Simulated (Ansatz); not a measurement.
Sheets of one type (MnBi2Te4-type), plane-wave PAW r²SCAN+D4 (Ansatz code); HSE06 gaps on those cells.

```tsv
layer	a (Å)	thickness (Å)	gap (eV)	IP (eV)
Bi2NiSe4	3.985	9.85	0.87	5.45
NiSb2Se4	?	?	?	?
VSb2Se4	3.963	9.83	0.29	4.46
NiSb2Te4	4.157	10.34	0.22	4.35
```

**Question.** Some entries are withheld; supply them.

**Answer.** 
- NiSb2Se4, a (Å): 3.913
- NiSb2Se4, thickness (Å): 9.61
- NiSb2Se4, gap (eV): 0.51
- NiSb2Se4, IP (eV): 4.86

Spin orders computed, not proven ground states: Bi2NiSe4, MnBi2Te4-type layer ferromagnetic; NiSb2Se4, MnBi2Te4-type layer ferromagnetic; VSb2Se4, MnBi2Te4-type layer ferromagnetic; NiSb2Te4, MnBi2Te4-type layer ferromagnetic. All cells were relaxed under the symmetry of their starts (and spin orders); stability against distortions was not tested throughout. Scalar-relativistic: spin–orbit coupling is off unless named, which matters more the heavier the elements. Constructed layers (a layer type filled with these elements): Bi2NiSe4, MnBi2Te4-type layer; NiSb2Se4, MnBi2Te4-type layer; VSb2Se4, MnBi2Te4-type layer; NiSb2Te4, MnBi2Te4-type layer.

Potentials: the later of the program's two PAW sets.
